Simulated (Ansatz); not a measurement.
WO₃:
```yaml
crystal:
  lattice:
    - [7.38932, 0.00000, 0.00000]
    - [-3.69466, 6.39934, 0.00000]
    - [0.00000, 0.00000, 3.79952]
  atoms:
    - { symbol: W, position: [0.50000, 0.50000, 0.00000] }
    - { symbol: W, position: [0.00000, 0.50000, 0.00000] }
    - { symbol: W, position: [0.50000, 0.00000, 0.00000] }
    - { symbol: O, position: [0.21456, 0.42912, 0.00000] }
    - { symbol: O, position: [0.78544, 0.57088, 0.00000] }
    - { symbol: O, position: [0.78544, 0.21456, 0.00000] }
    - { symbol: O, position: [0.21456, 0.78544, 0.00000] }
    - { symbol: O, position: [0.57088, 0.78544, 0.00000] }
    - { symbol: O, position: [0.42912, 0.21456, 0.00000] }
    - { symbol: O, position: [0.00000, 0.50000, 0.50000] }
    - { symbol: O, position: [0.50000, 0.00000, 0.50000] }
    - { symbol: O, position: [0.50000, 0.50000, 0.50000] }
```

Cartesian axes are those of the cell as given.

Give the high-frequency dielectric tensor and the Born effective charge tensors of the independent atoms from DFPT, DFT-PBEsol in the program Ansatz with PAW potentials.


ε∞:
```
7.35  0.00  0.00
0.00  7.35  0.00
0.00  0.00  8.46
```
Z* of atom 1 (W), rows: field, columns: displacement, in e:
```
13.26  -2.77   0.00
-2.77  10.06   0.00
 0.00   0.00  13.21
```
Z* of atom 4 (O), rows: field, columns: displacement, in e:
```
-8.73   0.00   0.00
 0.00  -1.29   0.00
 0.00   0.00  -1.75
```
Z* of atom 10 (O), rows: field, columns: displacement, in e:
```
-1.83  -0.35   0.00
-0.35  -1.43   0.00
 0.00   0.00  -9.71
```

Static charges for comparison (Bader): W1 +3.06, O4 -1.02, O10 -1.03 e. Born charges measure polarisation by displacement and can exceed these by far.

Space group P6/mmm. The workflow started from a Materials Project entry (that database holds measured and hypothetical structures alike); the Crystallography Open Database files this formula in space group No. 191, but the cells were not matched. Its standing as an ambient phase is unchecked. The cell was relaxed with PBEsol under the symmetry of its start; its stability against distortions is not shown here. The run is not spin-polarised. No Hubbard U is applied. Spin–orbit coupling is left out wherever it is not named.

Potentials: the later of the program's two PAW sets.
